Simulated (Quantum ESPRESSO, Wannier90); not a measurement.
## Wannierisation of CsPbCl$_{3}$ (R32)

```
begin unit_cell_cart
ang
    4.0031550324    2.3112226355    3.2955570000
   -4.0031550324    2.3112226355    3.2955570000
    0.0000000000   -4.6224452711    3.2955570000
end unit_cell_cart
begin atoms_frac
Cs   0.5000000000  0.5000000000  0.5000000000
Pb   0.0000000000  0.0000000000  0.0000000000
Cl   0.5000000000  0.0186030000 -0.0186030000
Cl  -0.0186030000  0.5000000000  0.0186030000
Cl   0.0186030000 -0.0186030000  0.5000000000
end atoms_frac
```

Structure: Materials Project mp-675022, symmetrised, not relaxed again. Not found in the COD (Crystallography Open Database) copy used, which has the formula in other groups; not checked further. Computed values, not measurements, from PBEsol: Quantum ESPRESSO (norm-conserving PseudoDojo potentials, cutoff 50 Ry, no spin polarisation, no spin-orbit coupling) on a Γ-centred 6×6×6 mesh, then Wannier90. Density: 6×6×6 mesh, cold smearing 0.01 Ry. Spin-orbit coupling is left out although heavy elements are present.

Bands 10-13 form an isolated set from -8.72 to -6.56 eV relative to the valence-band maximum (on the path) and are turned into 4 Wannier functions by minimising the spread from the start: atomic waves Cs 5p, Pb 6s.

Q: Where do the functions sit, how wide are they and what are they made of?

A: 
```json
[
 {"functions": "3", "spread (Å²)": "1.50", "nearest atom, distance (Å)": "Cs 0.00", "second atom, distance (Å)": "Cl 3.85", "weight on atomic waves": "Cs 5p 99 %"},
 {"functions": "1", "spread (Å²)": "3.77", "nearest atom, distance (Å)": "Pb 0.00", "second atom, distance (Å)": "Cl 2.84", "weight on atomic waves": "Pb 6s 71 %, Cl 3p 23 %"}
]
```

Ω_I = 8.25 Å², Ω_total = 8.25 Å²; the interpolated bands follow pw.x to 1.7 meV rms on the path. Only this start was tried; a symmetric start can stop on a saddle, and mixtures of these functions could lower the total by at most Ω_total − Ω_I.
